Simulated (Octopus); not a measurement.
KTaO₃ (Pm-3m, No. 221): Octopus summary

KTaO₃ (Pm-3m, No. 221):
```xyz
5
Lattice="3.9949 0.0000 0.0000 0.0000 3.9949 0.0000 0.0000 0.0000 3.9949" Properties=species:S:1:pos:R:3 pbc="T T T"
K      1.9974     1.9974     1.9974
Ta     0.0000     0.0000     0.0000
O      0.0000     1.9974     0.0000
O      1.9974     0.0000     0.0000
O      0.0000     0.0000     1.9974
```
The cell is a database entry, not relaxed again.

Computed with Octopus (real-space grid): LDA, grid spacing about 0.16 Å, Γ-centred 6×6×6 k-mesh, no spin polarisation, PseudoDojo 0.4 LDA potentials. Spin-orbit coupling is left out.

Q: What band gap does LDA give on the standard high-symmetry path?

A: 2.08 eV, from R to Γ; smallest direct gap on the path 2.72 eV. A grid finer by a fifth moves the gap between mesh points by under 0.01 eV.
